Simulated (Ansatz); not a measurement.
Input:

LaFeO₃:
```
LaFeO3
1.0
    3.80332     0.00000     0.00000
    0.00000     3.80332     0.00000
    0.00000     0.00000     3.80332
Fe O La
1 3 1
Direct
  0.50000   0.50000   0.50000
  0.50000   0.50000   0.00000
  0.00000   0.50000   0.50000
  0.50000   0.00000   0.50000
  0.00000   0.00000   0.00000
```
Starting moments (μB, in the order of the atoms Fe O O O La): 2.4 0.1 0.1 0.1 0.0.

This is the PBEsol-relaxed structure.

**Question.** All from the program Ansatz at the PBEsol level (PAW), unless another level is named. Estimate the Debye temperature from the elastic constants.

**Answer.** 518 K.

**Question.** Give the elastic constants (relaxed ions, GPa).

**Answer.** C11 = 306, C12 = 128, C44 = 87.3.

Space group Pm-3m (cubic perovskite). The workflow started from an entry of the Crystallography Open Database (COD), which files this formula under 3 space groups. Its standing as an ambient phase is unchecked. Symmetry was held in the PBEsol relaxation; whether a distortion lowers the energy is not shown. The final state is ferromagnetic, chosen from 4 collinear starts compared on coarse meshes (ties went to the first, and starts can fall back to one state), not a proven ground state. No Hubbard U is applied. The compound may be a true metal, but semilocal functionals without U, or a wrong spin order, can also close a gap. As this level gives no gap, shear constants depend on the k-mesh and smearing (Fermi–Dirac, 0.1 eV here). Spin–orbit coupling is left out wherever it is not named.

Potentials: the later of the program's two PAW sets.
